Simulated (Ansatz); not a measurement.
Input:

Relaxed Nb₃Sn (A15, Cr3Si type):

```xyz
16
Lattice="10.6386 0.0000 0.0000 5.3193 5.3193 0.0000 5.3193 0.0000 5.3193" Properties=species:S:1:pos:R:3 pbc="T T T"
Nb    11.9685     0.0000     2.6597
Nb     6.6491     0.0000     2.6597
Nb     3.9895     0.0000     2.6597
Nb     9.3088     0.0000     2.6597
Nb    10.6386     2.6597     1.3298
Nb     5.3193     2.6597     1.3298
Nb    10.6386     2.6597     3.9895
Nb    15.9579     2.6597     3.9895
Nb     2.6597     1.3298     0.0000
Nb     7.9790     1.3298     0.0000
Nb    13.2983     3.9895     0.0000
Nb     7.9790     3.9895     0.0000
Sn     0.0000     0.0000     0.0000
Sn     5.3193     0.0000     0.0000
Sn    13.2983     2.6597     2.6597
Sn     7.9790     2.6597     2.6597
```

The atoms are displaced by Q × the pattern below (from a DFPT mode at R = (0.5, 0.5, 0.5), largest move 1; Q in Å), at fixed cell. It is one choice among 6 degenerate patterns. (q is in reciprocal vectors of the primitive cell; the cell shown is doubled to hold the pattern.)

| atom | x | y | z |
|---|---|---|---|
| Nb5 | 0.572 | 0.000 | 0.000 |
| Nb6 | -0.572 | 0.000 | 0.000 |
| Nb7 | -0.572 | 0.000 | 0.000 |
| Nb8 | 0.572 | 0.000 | 0.000 |
| Nb9 | 0.000 | 0.779 | 0.000 |
| Nb10 | 0.000 | -0.779 | 0.000 |
| Nb11 | 0.000 | -0.779 | 0.000 |
| Nb12 | 0.000 | 0.779 | 0.000 |
| Sn15 | 0.000 | 0.000 | -1.000 |
| Sn16 | 0.000 | 0.000 | 1.000 |

Atoms not listed stay in place.

Level of theory: PBE (plane waves to 420 eV, PAW, scalar-relativistic; Ansatz, a quantum-chemistry and plane-wave program). k mesh 9×9×9 (Γ-centred), Fermi-Dirac smearing 0.05 eV. Energies are smeared free energies. Left out: 4 of 13 points, with atoms too close for the PAW data. With partly filled bands, energies and forces of such displacements shift with the k mesh and the smearing. Nb3Sn is run without spin polarisation. Nb3Sn was relaxed with its symmetry unable to fall. The zero of ΔE is the undisplaced structure.

The scan covers Q from -0.120 to 0.120 Å in 9 points.

**Question.** Is this a single well or a double well?

**Answer.** A single well with its minimum at or next to zero displacement.

**Question.** Which space group does the distorted structure have?

**Answer.** Fmmm (No. 69), lowered from Pm-3n.

**Question.** What is the energy change at Q = 0.120 Å?

**Answer.** 620 meV/cell.

**Question.** What harmonic wavenumber does the curvature at Q = 0 give?

**Answer.** 198 cm⁻¹.

(A displaced cell: forces are minus the slopes of the energy, force constants its curvatures, and phonons follow from these.)
